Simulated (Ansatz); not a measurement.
**Property card for MgZnO$_{2}$**

MgZnO₂:
```
MgZnO2
1.0
    3.26540     0.00000     0.00000
   -1.63270     2.82792     0.00000
    0.00000     0.00000     5.12396
Mg Zn O
1 1 2
Direct
  0.33333   0.66667   0.49608
  0.66667   0.33333   0.00279
  0.33333   0.66667   0.88469
  0.66667   0.33333   0.38843
```

Space group P3m1 (No. 156); conventional cell a = b = 3.2654 Å, c = 5.1240 Å, α = β = 90.00°, γ = 120.00°.

Method: plane-wave PAW PBEsol (Ansatz code). Structure relaxed to zero pressure with the same functional. Other levels are named where they apply.

Cell and energy:

* **Volume per atom**: 11.83 Å³
* **Density**: 4.27 g/cm³
* **Formation energy from the elements (no fitted shifts)**: -2.03 eV/atom

Electronic structure:

* **Band gap**: 1.70 eV (direct)
* **Valence-band maximum**: at Γ
* **Conduction-band minimum**: at Γ
* **Electron effective mass**: 0.24, 0.24, 0.26 mₑ (principal values)
* **Hole effective mass, band 1 of 2 at the edge**: 2.1 along x, 11 along z (mₑ)
* **Hole effective mass, band 2 of 2 at the edge**: 0.29 along x, 11 along z (mₑ)
* **HSE06 gap on the PBEsol cell**: 3.52 eV

Mechanics:

Elastic constants (relaxed ions, GPa): C11 = 198, C12 = 112, C13 = 98.5, C14 = 1.1, C33 = 169, C44 = 43.1
Mechanical stability: stable (all eigenvalues of C positive)
Hill bulk and shear moduli: 131 and 42.8 GPa
Young's modulus: 116 GPa
Poisson's ratio: 0.35
Debye temperature from the elastic constants: 465 K
Piezoelectric stress constants (proper, relaxed ions, C/m²): e15 = e24 = -0.45, e31 = e32 = -0.61, e33 = 1.52

Dielectric response:

- Electronic dielectric constant ε∞ (DFPT) = 3.86 (xx = yy), 3.81 (zz)
- Static dielectric constant ε0 (ions relaxed, cell fixed) = 7.61 (xx = yy), 8.17 (zz)
- Born charges (a third of the trace) = Mg +1.88, Zn +2.03, O -2.05 to -1.85 e
- Largest static χ(2) component = 25 pm/V

Phonons:

- Highest zone-centre frequency (without LO–TO term) = 532 cm^-1
- Zone-centre stability = no imaginary mode at Γ

The workflow started from a Materials Project entry (that database holds measured and hypothetical structures alike); the Crystallography Open Database copy checked does not list it. With Mg and Zn taken as one species the cell has the higher symmetry P6_3mc, so it may be an ordered model of a mixed-site phase. Its standing as an ambient phase is unchecked. The PBEsol relaxation kept the symmetry of its start. Signs of piezoelectric constants follow the polarity of the cell as given. The references are the lowest solids computed at this level, not always the standard phases (solids in place of the gases).

Potentials: the later of the program's two PAW sets.
